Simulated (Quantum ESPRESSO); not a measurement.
Space group P-3m1 (No. 164); a = b = 3.6743 Å, c = 6.2288 Å, α = β = 90.00°, γ = 120.00°

| atom | site | symmetry | x | y | z |
|---|---|---|---|---|---|
| S | 2d | 3m. | 0.3333 | 0.6667 | 0.2346 |
| Sn | 1a | -3m. | 0.0000 | 0.0000 | 0.0000 |

The geometry is that of Materials Project entry mp-1170, symmetrised and not relaxed again.

What does PBEsol (Quantum ESPRESSO, PseudoDojo norm-conserving, 72 Ry, with spin-orbit coupling) give for the electronic structure near the Fermi level?

The PBEsol gap is indirect, 1.49 eV, from 33 % of the way from Γ to M to 40 % of the way from L to M; the smallest direct gap is 1.81 eV. Another valence and conduction extremum on the path lies within 0.02 eV, too close to call. 

The distance between layers or molecules is the database entry's, not relaxed here. Functionals without dispersion can leave it too large, which widens gaps and weakens the response across layers: the numbers belong to this cell.
